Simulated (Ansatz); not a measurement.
Run on Hf (hcp type): DFT, PBEsol, PAW with Ansatz's default frozen-core files, scalar-relativistic (Ansatz 0.2.0). This run: cell relaxed at zero pressure.

The start is a guessed cell.

Command: `ansatz run input.yaml --threads 1 --pin off --max-ram 2048MiB --backend cpu --events-out ev --progress --plain --runs-dir out` It took 29 s on 1 thread of Intel(R) Xeon(R) Platinum 8488C (Sapphire Rapids) (shared host), peak memory 0.49 GiB.

```yaml
crystal:
  lattice:
    - [3.1687855324, 0.0, 0.0]
    - [-1.5843927662, 2.7442487702, 0.0]
    - [0.0, 0.0, 5.1334325625]
  atoms:
    - { symbol: Hf, position: [0.3333333333, 0.6666666667, 0.25] }
    - { symbol: Hf, position: [0.6666666667, 0.3333333333, 0.75] }
kpoints:
  mp_grid: { grid: [14, 14, 8] }
scf:
  occupations: { method: fermi_dirac, width: 0.08 }
hamiltonian:
  xc: pbesol
  pseudopotentials: { kind: paw }
output:
  forces: true
  stress: true
relax:
  f_tol: 0.005
  max_steps: 40
  cell: {}
```

Output:

```
Engine: ansatz 0.2.0
Pseudopotentials: kind: paw
Pseudopotential: Hf, paw, valence charge 26, recommended cutoff 420 eV (normal), Hf.paw.azcp
Functional definition: PBEsol
  exchange = pbesol_x
  correlation = pbesol_c
Crystal: 2 atoms, lattice volume = 44.640 Å³
Basis set: ecut = 420 eV, 881 PW (Γ), exchange–correlation on 48×48×72 points (8 copies of the dense FFT grid, shifted against one another)
Bands: 32, of which v1, the nominal top of the filled ones, is band 26 counted from 1 (25 counted from 0)
Symmetry: 24 space group operations
Space group: P63/mmc (ITA 194), of the structure as read, at distance tolerance 3.5e-5 Å
k-points: 120 of 1568
Non-local potential: Hf, projectors of the file, l = 0: 3, l = 1: 2, l = 2: 2, l = 3: 3
PAW form: soft (Blöchl's): semilocal exchange-correlation on the pseudo side does not see the compensation charge
PAW frozen core: Hf, regenerated for the run's functional, and the local potential with it (the file was generated under x = pbe(κ = 0.804, μ = 0.2195149727645171), c = pbe(β = 0.06672455060314922))
PAW one-centre angular grid: Hf, 590 points (default); XC on 64 Gauss nodes
Initial density: superposition of atomic densities (neutral atoms: chi_scale 0, normalization atom), corrected by the library's trained network
Initial wavefunctions: pseudopotential atomic-orbital guess
Functional: x = pbesol(κ = 0.804, μ = 0.12345679012345678), c = pbesol(β = 0.046)
SCF iter   1: F=—  HF=-31196.044642 eV  |F-HF|=—  |Δ(HF+E_count)|=         —  Δρ=2.92e-3  dr2=1.68e-3  ethr=1.77e-3  ⟨swp⟩=4.3  Hψ=12648  notcnv=0
preconditioner: auto → Kerker (q_TF=auto, 2.799 Å⁻¹)  [metal: Δε(μ)=0.041 eV  Ē_g=17.509 eV  σ=0.080 eV  W_gap=0.13  n_scr=22 (ndim 8)  ℏωp=38.5 eV  f_vac=0.000  D(μ)=1.58/eV (n_scr^D=10)]
SCF iter   2: F=—  HF=-31196.045092 eV  |F-HF|=—  |Δ(HF+E_count)|=   4.51e-4  Δρ=1.72e-3  dr2=5.79e-4  ethr=3.23e-6  ⟨swp⟩=2.2  Hψ=7516  notcnv=0
SCF iter   3: F=—  HF=-31196.045288 eV  |F-HF|=—  |Δ(HF+E_count)|=   1.95e-4  Δρ=6.35e-4  dr2=1.30e-4  ethr=1.11e-6  ⟨swp⟩=2.0  Hψ=5545  notcnv=0
SCF iter   4: F=—  HF=-31196.045253 eV  |F-HF|=—  |Δ(HF+E_count)|=   3.53e-5  Δρ=1.56e-4  dr2=8.19e-6  ethr=2.51e-7  ⟨swp⟩=2.0  Hψ=6759  notcnv=0
SCF iter   5: F=—  HF=-31196.045267 eV  |F-HF|=—  |Δ(HF+E_count)|=   1.47e-5  Δρ=3.15e-5  dr2=3.45e-7  ethr=1.57e-8  ⟨swp⟩=2.0  Hψ=6955  notcnv=0
SCF iter   6: F=-31196.045267 eV  HF=-31196.045267 eV  |F-HF|=5.05e-8  |Δ(HF+E_count)|=   4.03e-8  Δρ=1.60e-5  dr2=8.78e-8  ethr=1.92e-10  ⟨swp⟩=5.0  Hψ=14444  notcnv=0
SCF 1 converged in 6 iterations: F = -31196.045267 eV  dr2 = 8.78e-8
  greatest PAW one-centre occupation: 0.998 electrons in one spin orbital (limit 2), on the Hf atom at site 1 (counted from 0), in its partial waves of l = 0
relax step   1: F+E_penalty+E_count = -31196.04526711 eV  Δ(F+E_penalty+E_count) = +0.000e0 eV  max|allowed force component| = 1.203e-16 eV/Å  Δτ_max = 0.0000 Å  P = -3.520 GPa  Ω = 44.640 Å³  (6 SCF iters, dr2 threshold 1.00e-7 eV, accepted)
Crystal: 2 atoms, lattice volume = 41.210 Å³
Basis set: ecut = 420 eV, 797 PW (Γ), exchange–correlation on 48×48×72 points (8 copies of the dense FFT grid, shifted against one another)
Initial density: handed on by an earlier stage of this run
Initial wavefunctions: those handed on with the density
iter 1 solved again at ethr=2.01e-6 eV; its pass at ethr=3.10e-3 eV (dr2=1.04e-3 eV) is discarded
SCF iter   1: F=—  HF=-31196.031966 eV  |F-HF|=—  |Δ(HF+E_count)|=         —  Δρ=2.48e-3  dr2=1.24e-3  ethr=2.01e-6  ⟨swp⟩=2.2  Hψ=22337  notcnv=0
preconditioner: auto → Kerker (q_TF=auto, 2.836 Å⁻¹)  [metal: Δε(μ)=0.011 eV  Ē_g=17.564 eV  σ=0.080 eV  W_gap=0.04  n_scr=22 (ndim 8)  ℏωp=40.1 eV  f_vac=0.000  D(μ)=1.42/eV (n_scr^D=8)]
SCF iter   2: F=—  HF=-31196.031671 eV  |F-HF|=—  |Δ(HF+E_count)|=   2.95e-4  Δρ=1.21e-3  dr2=3.76e-4  ethr=2.01e-6  ⟨swp⟩=2.0  Hψ=6950  notcnv=0
SCF iter   3: F=—  HF=-31196.031678 eV  |F-HF|=—  |Δ(HF+E_count)|=   7.64e-6  Δρ=6.54e-4  dr2=1.41e-4  ethr=7.24e-7  ⟨swp⟩=2.0  Hψ=6486  notcnv=0
SCF iter   4: F=—  HF=-31196.031676 eV  |F-HF|=—  |Δ(HF+E_count)|=   2.07e-6  Δρ=2.71e-4  dr2=2.39e-5  ethr=2.70e-7  ⟨swp⟩=2.0  Hψ=6959  notcnv=0
SCF iter   5: F=—  HF=-31196.031665 eV  |F-HF|=—  |Δ(HF+E_count)|=   1.17e-5  Δρ=4.25e-5  dr2=9.32e-7  ethr=4.60e-8  ⟨swp⟩=2.0  Hψ=6945  notcnv=0
SCF iter   6: F=-31196.031665 eV  HF=-31196.031665 eV  |F-HF|=5.30e-8  |Δ(HF+E_count)|=   5.70e-8  Δρ=8.67e-6  dr2=3.40e-8  ethr=3.85e-10  ⟨swp⟩=5.0  Hψ=16884  notcnv=0
SCF 2 converged in 6 iterations: F = -31196.031665 eV  dr2 = 3.40e-8
relax step   2: F+E_penalty+E_count = -31196.03166458 eV  Δ(F+E_penalty+E_count) = +1.360e-2 eV  max|allowed force component| = 2.776e-16 eV/Å  Δτ_max = 0.0000 Å  P = +5.928 GPa  Ω = 41.210 Å³  energy of the carried Pulay correction = +9.835e-4 eV  (6 SCF iters, dr2 threshold 2.00e-7 eV, rejected (line search))
Crystal: 2 atoms, lattice volume = 43.280 Å³
Basis set: ecut = 420 eV, 845 PW (Γ), exchange–correlation on 48×48×72 points (8 copies of the dense FFT grid, shifted against one another)
iter 1 solved again at ethr=6.89e-7 eV; its pass at ethr=3.10e-3 eV (dr2=3.59e-4 eV) is discarded
SCF iter   1: F=—  HF=-31196.067762 eV  |F-HF|=—  |Δ(HF+E_count)|=         —  Δρ=1.45e-3  dr2=4.45e-4  ethr=6.89e-7  ⟨swp⟩=2.0  Hψ=21380  notcnv=0
preconditioner: auto → Kerker (q_TF=auto, 2.813 Å⁻¹)  [metal: Δε(μ)=0.004 eV  Ē_g=17.594 eV  σ=0.080 eV  W_gap=0.01  n_scr=22 (ndim 8)  ℏωp=39.1 eV  f_vac=0.000  D(μ)=1.48/eV (n_scr^D=8)]
SCF iter   2: F=—  HF=-31196.067648 eV  |F-HF|=—  |Δ(HF+E_count)|=   1.14e-4  Δρ=6.68e-4  dr2=1.16e-4  ethr=6.89e-7  ⟨swp⟩=2.0  Hψ=6953  notcnv=0
SCF iter   3: F=—  HF=-31196.067655 eV  |F-HF|=—  |Δ(HF+E_count)|=   7.37e-6  Δρ=3.78e-4  dr2=4.62e-5  ethr=2.24e-7  ⟨swp⟩=2.0  Hψ=6480  notcnv=0
SCF iter   4: F=—  HF=-31196.067668 eV  |F-HF|=—  |Δ(HF+E_count)|=   1.31e-5  Δρ=1.51e-4  dr2=8.40e-6  ethr=8.89e-8  ⟨swp⟩=2.0  Hψ=6960  notcnv=0
SCF iter   5: F=—  HF=-31196.067667 eV  |F-HF|=—  |Δ(HF+E_count)|=   1.63e-6  Δρ=2.50e-5  dr2=3.46e-7  ethr=1.62e-8  ⟨swp⟩=2.0  Hψ=6945  notcnv=0
SCF iter   6: F=—  HF=-31196.067668 eV  |F-HF|=—  |Δ(HF+E_count)|=   1.63e-6  Δρ=4.89e-6  dr2=1.49e-8  ethr=6.65e-10  ⟨swp⟩=2.0  Hψ=6980  notcnv=0
SCF iter   7: F=—  HF=-31196.067668 eV  |F-HF|=—  |Δ(HF+E_count)|=   1.09e-8  Δρ=1.34e-6  dr2=7.53e-10  ethr=2.86e-11  ⟨swp⟩=2.0  Hψ=6120  notcnv=0
SCF iter   8: F=-31196.067668 eV  HF=-31196.067668 eV  |F-HF|=0.00e0  |Δ(HF+E_count)|=  8.00e-11  Δρ=2.40e-7  dr2=1.73e-11  ethr=1.00e-12  ⟨swp⟩=5.0  Hψ=22152  notcnv=0
[... lines left out ...]
SCF 5 converged in 4 iterations: F = -31196.067995 eV  dr2 = 3.06e-9
relax step   5: F+E_penalty+E_count = -31196.06799455 eV  Δ(F+E_penalty+E_count) = -1.714e-6 eV  max|allowed force component| = 9.252e-17 eV/Å  Δτ_max = 0.0000 Å  P = +0.003 GPa  Ω = 43.218 Å³  energy of the carried Pulay correction = +3.994e-4 eV  (4 SCF iters, dr2 threshold 2.05e-8 eV, accepted)
Initial wavefunctions: pseudopotential atomic-orbital guess (no wavefunctions were taken with the density)
iter 1 solved again at ethr=4.79e-9 eV; its pass at ethr=3.10e-3 eV (dr2=2.49e-6 eV) is discarded
SCF iter   1: F=—  HF=-31196.067607 eV  |F-HF|=—  |Δ(HF+E_count)|=         —  Δρ=3.96e-5  dr2=8.94e-8  ethr=4.79e-9  ⟨swp⟩=3.8  Hψ=25837  notcnv=0
preconditioner: auto → Kerker (q_TF=auto, 2.814 Å⁻¹)  [metal: Δε(μ)=0.015 eV  Ē_g=17.564 eV  σ=0.080 eV  W_gap=0.05  n_scr=22 (ndim 8)  ℏωp=39.1 eV  f_vac=0.000  D(μ)=1.46/eV (n_scr^D=8)]
SCF iter   2: F=—  HF=-31196.067610 eV  |F-HF|=—  |Δ(HF+E_count)|=   3.06e-6  Δρ=3.08e-5  dr2=1.96e-7  ethr=1.72e-10  ⟨swp⟩=3.1  Hψ=8653  notcnv=0
SCF iter   3: F=—  HF=-31196.067610 eV  |F-HF|=—  |Δ(HF+E_count)|=   4.75e-8  Δρ=1.71e-5  dr2=4.94e-8  ethr=1.72e-10  ⟨swp⟩=2.0  Hψ=6762  notcnv=0
SCF iter   4: F=—  HF=-31196.067610 eV  |F-HF|=—  |Δ(HF+E_count)|=   2.22e-9  Δρ=2.32e-6  dr2=1.22e-9  ethr=9.49e-11  ⟨swp⟩=3.0  Hψ=7269  notcnv=0
SCF iter   5: F=—  HF=-31196.067610 eV  |F-HF|=—  |Δ(HF+E_count)|=  2.29e-10  Δρ=4.93e-7  dr2=3.40e-11  ethr=2.34e-12  ⟨swp⟩=2.0  Hψ=6964  notcnv=0
SCF iter   6: F=-31196.067610 eV  HF=-31196.067610 eV  |F-HF|=7.28e-12  |Δ(HF+E_count)|=  3.64e-11  Δρ=5.04e-8  dr2=3.92e-13  ethr=1.00e-12  ⟨swp⟩=6.5  Hψ=19811  notcnv=0
SCF 6 converged in 6 iterations: F = -31196.067610 eV  dr2 = 3.92e-13
relax step   6: F+E_penalty+E_count = -31196.06760956 eV  Δ(F+E_penalty+E_count) = +3.850e-4 eV  max|allowed force component| = 1.758e-16 eV/Å  Δτ_max = 0.0000 Å  P = +0.001 GPa  Ω = 43.218 Å³  stress off target by 4.51e-3 GPa  SCF on the basis re-selected at this cell (its energy is not comparable with the rows above)  (6 SCF iters)
basis re-selected at this cell: Δ(F+E_penalty+E_count) = +3.850e-4 eV, ΔP = -0.002 GPa vs the last step (what re-selecting the basis moved, of the pressure what is left beyond the Pulay correction that the steps carried, after the strain that the cell walked since its last selection, with what the two solves' SCF thresholds leave and, on support functions, any second-order correction that the steps lacked; it is no measure of the basis error at this ecutwfc). This SCF's stress stands 4.51e-3 GPa from its target on what of the cell is left free (relax.cell.stress_tol is 5.00e-2 GPa) and its largest allowed force component is 1.76e-16 eV/Å (relax.f_tol is 5.00e-3 eV/Å): within both
SCF converged after 6 iterations
Free energy (F): -31196.067610 eV
Harris-Foulkes:  -31196.067610 eV  (|F-HF|=7.28e-12)
Internal energy: -31196.034722 eV  (E = F + TS)
E sigma→0 (E₀):  -31196.051166 eV
Entropy (-TS):   -0.032888 eV (-16.444 meV/atom)
Fermi energy:    20.502029 eV
--- Per-component energies (eV) ---
  E_band       = 108.772015
  E_kinetic    = 851.371436
  E_local      = -9969.329725  (includes V_loc(G=0)·N_el)
  E_nonlocal   = -2477.141113
  E_hartree    = 4700.260397
  E_xc         = -596.338308
  E_vxc        = -533.001800  (∫ρ·V_xc dr)
  E_paw        = -13615.295654  (= ΣΔE_a)
  E_vpaw       = 2836.352414  (= ΣTr[D̂ρ^β])
  E_aug_tail   = -0.000003  (compensation charges beyond the density's cutoff)
  E_ewald      = -10092.063936
  E_core_change = 2.502183  (= ΣΔE_core)
  E_smearing   = -0.032888  (= −TS)
  E_closure    = -0.000000  (closes the sum)
  Σ components = -31196.067610   (vs F -31196.067610, Δ=0.00e0)
--- Forces (eV/Å), atoms counted from 1 ---
  atom   1  Hf    -0.00000000    -0.00000000     0.00000000
  atom   2  Hf    -0.00000000     0.00000000     0.00000000
  max |Σ_I F_I| component: 5.55e-17 eV/Å
--- Stress (GPa, compression-positive) ---
        0.003004      -0.000000       0.000000
       -0.000000       0.003004       0.000000
        0.000000       0.000000      -0.004508
  P = ⅓ Tr σ = 0.0005 GPa (0.005 kbar)
--- Relaxed structure (5 steps of the walk, 4 accepted, 1 SCFs on fresh bases) ---
  F+E_penalty+E_count = -31196.06760956 eV   max|allowed force component| = 1.758e-16 eV/Å   (the final SCF, on the basis selected at the relaxed cell)
  cell:  # Å, volume = 43.2181 Å³
    - [3.158885186511406, -2.2938446750498355e-34, 0.0]
    - [-1.579442593255703, 2.735674819157222, 0.0]
    - [0.0, 0.0, 5.001117984473152]
  atoms:
    - { symbol: Hf, position: [0.3333333333333333, 0.6666666666666666, 0.25] }
    - { symbol: Hf, position: [0.6666666666666666, 0.3333333333333333, 0.75] }
```

Next run (the series' base cell), as changes to the input before:

```diff
   lattice:
-    - [3.1687855324, 0.0, 0.0]
-    - [-1.5843927662, 2.7442487702, 0.0]
-    - [0.0, 0.0, 5.1334325625]
+    - [3.1588851865, 0.0, 0.0]
+    - [-1.5794425933, 2.7356748192, 0.0]
+    - [0.0, 0.0, 5.0011179845]
   atoms:
   mp_grid: { grid: [14, 14, 8] }
+  band_path:
+    path:
+      - [0.0, 0.0, 0.0]
+      - [0.5, 0.0, 0.0]
+      - [0.3333333333, 0.3333333333, 0.0]
+      - [0.0, 0.0, 0.0]
+      - [0.0, 0.0, 0.5]
+      - [0.5, 0.0, 0.5]
+      - [0.3333333333, 0.3333333333, 0.5]
+      - [0.0, 0.0, 0.5]
+      - [0.5, 0.0, 0.5]
+    npoints: 8
 scf:
   stress: true
-relax:
-  f_tol: 0.005
-  max_steps: 40
-  cell: {}
+  eigenvalues: true
+  populations: true
+  dos: { projected: true, de: 0.2, e_range: [-14, 8] }
+  write_density: true
+  write_potential: true
+  elf: true
+  volumetric_format: npy
```

Results part of the output:

```
SCF 1 converged in 6 iterations: F = -31196.067610 eV  dr2 = 2.68e-8
  Residual-converged pass: ⟨swp⟩=1.2  Hψ=4356  notcnv=0  max |occ|·‖R‖ = 7.0e-9 eV (tolerance 1.0e-8 eV)  dr2=2.68e-8  dr2_onsite=1.13e-8  max |Δocc| = 2.7e-11
  greatest PAW one-centre occupation: 0.998 electrons in one spin orbital (limit 2), on the Hf atom at site 1 (counted from 0), in its partial waves of l = 0
NSCF: frozen V_eff on 65 k-points
SCF converged after 6 iterations
Free energy (F): -31196.067610 eV
Harris-Foulkes:  -31196.067610 eV  (|F-HF|=1.80e-8)
Internal energy: -31196.034722 eV  (E = F + TS)
E sigma→0 (E₀):  -31196.051166 eV
Entropy (-TS):   -0.032888 eV (-16.444 meV/atom)
Fermi energy:    20.502001 eV
--- Per-component energies (eV) ---
  E_band       = 108.765264
  E_kinetic    = 851.373655
  E_local      = -9969.337414  (includes V_loc(G=0)·N_el)
  E_nonlocal   = -2477.134555
  E_hartree    = 4700.267349
  E_xc         = -596.338953
  E_vxc        = -533.002516  (∫ρ·V_xc dr)
  E_paw        = -13615.303048  (= ΣΔE_a)
  E_vpaw       = 2836.346549  (= ΣTr[D̂ρ^β])
  E_aug_tail   = -0.000003  (compensation charges beyond the density's cutoff)
  E_ewald      = -10092.063936
  E_core_change = 2.502183  (= ΣΔE_core)
  E_smearing   = -0.032888  (= −TS)
  E_closure    = -0.000000  (closes the sum)
  Σ components = -31196.067610   (vs F -31196.067610, Δ=0.00e0)
--- Forces (eV/Å), atoms counted from 1 ---
  atom   1  Hf    -0.00000000    -0.00000000     0.00000000
  atom   2  Hf     0.00000000     0.00000000    -0.00000000
  max |Σ_I F_I| component: 7.40e-17 eV/Å
--- Stress (GPa, compression-positive) ---
        0.002809       0.000000       0.000000
        0.000000       0.002809       0.000000
        0.000000       0.000000      -0.004824
  P = ⅓ Tr σ = 0.0003 GPa (0.003 kbar)
--- Band table (eV; the first three rows and the last of 120) ---
  k-point 0: bands = ["-41.2852", "-41.2015", "-10.4993", "-9.6650", "-9.6650", "-9.5214", "-9.5214", "-9.5194", "8.7454", "8.7804", "8.7835", "8.7835", "8.7858", "8.7858", "8.7884", "8.7975", "8.7975", "8.8069", "8.8281", "8.8281", "8.8721", "8.8760", "13.0116", "16.6797", "21.2982", "21.6741", "21.6741", "21.9618", "22.5320", "22.5320", "23.1997", "23.1997"]
  k-point 1: bands = ["-41.2821", "-41.2047", "-10.4646", "-9.6596", "-9.6596", "-9.5596", "-9.5270", "-9.5270", "8.7458", "8.7740", "8.7740", "8.7825", "8.7846", "8.7924", "8.7924", "8.7977", "8.7977", "8.8078", "8.8312", "8.8312", "8.8722", "8.8759", "13.1617", "16.6141", "21.0743", "21.5882", "21.5882", "21.8320", "22.4073", "22.4073", "23.4471", "23.4471"]
  k-point 2: bands = ["-41.2731", "-41.2139", "-10.3648", "-9.6728", "-9.6442", "-9.6442", "-9.5427", "-9.5427", "8.7475", "8.7670", "8.7670", "8.7763", "8.7824", "8.7824", "8.7879", "8.8081", "8.8111", "8.8111", "8.8355", "8.8355", "8.8726", "8.8754", "13.5948", "16.3556", "20.6642", "21.4650", "21.4650", "21.4854", "22.1154", "22.1154", "24.0351", "24.0351"]
  k-point 119: bands = ["-41.1959", "-41.1959", "-10.2811", "-10.2811", "-10.0241", "-10.0241", "-9.6747", "-9.6747", "8.7794", "8.7794", "8.7835", "8.7835", "8.7937", "8.7937", "8.8031", "8.8031", "8.8057", "8.8057", "8.8078", "8.8078", "8.8518", "8.8518", "18.4307", "18.4307", "19.2491", "19.2491", "20.3363", "20.3363", "23.0663", "23.0663", "25.8413", "25.8413"]
--- Löwdin populations: 2 sites ---
  site symbol       q [e]
     0     Hf     25.9331
     1     Hf     25.9331
  spilling = 0.002574 (of n_electrons = 52.000000)
```

Next run (shape and atoms relaxed at 0.94 of the base cell's volume), as changes to the input before:

```diff
   lattice:
-    - [3.1588851865, 0.0, 0.0]
-    - [-1.5794425933, 2.7356748192, 0.0]
-    - [0.0, 0.0, 5.0011179845]
+    - [3.0944000477, 0.0, 0.0]
+    - [-1.5472000239, 2.6798290508, 0.0]
+    - [0.0, 0.0, 4.8990257056]
   atoms:
   mp_grid: { grid: [14, 14, 8] }
-  band_path:
-    path:
-      - [0.0, 0.0, 0.0]
-      - [0.5, 0.0, 0.0]
-      - [0.3333333333, 0.3333333333, 0.0]
-      - [0.0, 0.0, 0.0]
-      - [0.0, 0.0, 0.5]
-      - [0.5, 0.0, 0.5]
-      - [0.3333333333, 0.3333333333, 0.5]
-      - [0.0, 0.0, 0.5]
-      - [0.5, 0.0, 0.5]
-    npoints: 8
 scf:
   stress: true
-  eigenvalues: true
-  populations: true
-  dos: { projected: true, de: 0.2, e_range: [-14, 8] }
-  write_density: true
-  write_potential: true
-  elf: true
-  volumetric_format: npy
+relax:
+  f_tol: 0.005
+  max_steps: 30
+  cell: { stress_tol: 0.04, fix: [volume] }
```

Command: `ansatz run input.yaml --threads 1 --pin off --max-ram 2048MiB --backend cpu --events-out ev --progress --plain --runs-dir out` It took 15 s on 1 thread of Intel(R) Xeon(R) Platinum 8488C (Sapphire Rapids), on a shared host, peak memory 0.47 GiB.

Results part of the output:

```
basis re-selected at this cell: Δ(F+E_penalty+E_count) = +2.313e-6 eV, ΔP = -0.000 GPa vs the last step (what re-selecting the basis moved, of the pressure what is left beyond the Pulay correction that the steps carried, after the strain that the cell walked since its last selection, with what the two solves' SCF thresholds leave and, on support functions, any second-order correction that the steps lacked; it is no measure of the basis error at this ecutwfc). This SCF's stress stands 6.75e-4 GPa from its target on what of the cell is left free (relax.cell.stress_tol is 4.00e-2 GPa) and its largest allowed force component is 2.78e-16 eV/Å (relax.f_tol is 5.00e-3 eV/Å): within both
SCF converged after 5 iterations
Free energy (F): -31196.007264 eV
Harris-Foulkes:  -31196.007264 eV  (|F-HF|=1.09e-11)
Internal energy: -31195.974657 eV  (E = F + TS)
E sigma→0 (E₀):  -31195.990961 eV
Entropy (-TS):   -0.032607 eV (-16.303 meV/atom)
Fermi energy:    21.935193 eV
--- Per-component energies (eV) ---
  E_band       = 188.852308
  E_kinetic    = 856.740006
  E_local      = -9633.112643  (includes V_loc(G=0)·N_el)
  E_nonlocal   = -2476.483725
  E_hartree    = 4572.032973
  E_xc         = -598.353144
  E_vxc        = -535.639097  (∫ρ·V_xc dr)
  E_paw        = -13616.651903  (= ΣΔE_a)
  E_vpaw       = 2833.281868  (= ΣTr[D̂ρ^β])
  E_aug_tail   = -0.000003  (compensation charges beyond the density's cutoff)
  E_ewald      = -10302.648402
  E_core_change = 2.502183  (= ΣΔE_core)
  E_smearing   = -0.032607  (= −TS)
  E_closure    = -0.000000  (closes the sum)
  Σ components = -31196.007264   (vs F -31196.007264, Δ=0.00e0)
--- Forces (eV/Å), atoms counted from 1 ---
  atom   1  Hf     0.00000000     0.00000000     0.00000000
  atom   2  Hf    -0.00000000    -0.00000000    -0.00000000
  max |Σ_I F_I| component: 3.70e-17 eV/Å
--- Stress (GPa, compression-positive) ---
        7.800063       0.000000       0.000000
        0.000000       7.800063       0.000000
        0.000000       0.000000       7.799050
  P = ⅓ Tr σ = 7.7997 GPa (77.997 kbar)
--- Relaxed structure (3 steps of the walk, 3 accepted, 1 SCFs on fresh bases) ---
  F+E_penalty+E_count = -31196.00726405 eV   max|allowed force component| = 2.776e-16 eV/Å   (the final SCF, on the basis selected at the relaxed cell)
  cell:  # Å, volume = 40.6250 Å³
    - [3.091097290516563, 2.883666291713797e-11, -3.7561646742733826e-34]
    - [-1.5455486452832548, 2.6769687791421726, 8.771795591026951e-35]
    - [-5.946725378086734e-34, -1.8297616547959182e-34, 4.909500262035647]
  atoms:
    - { symbol: Hf, position: [0.3333333333333333, 0.6666666666666665, 0.25] }
    - { symbol: Hf, position: [0.6666666666666666, 0.33333333333333326, 0.75] }
```

Spin–orbit coupling is left out, which matters for the heavy atoms. The PAW files were made under PBE.
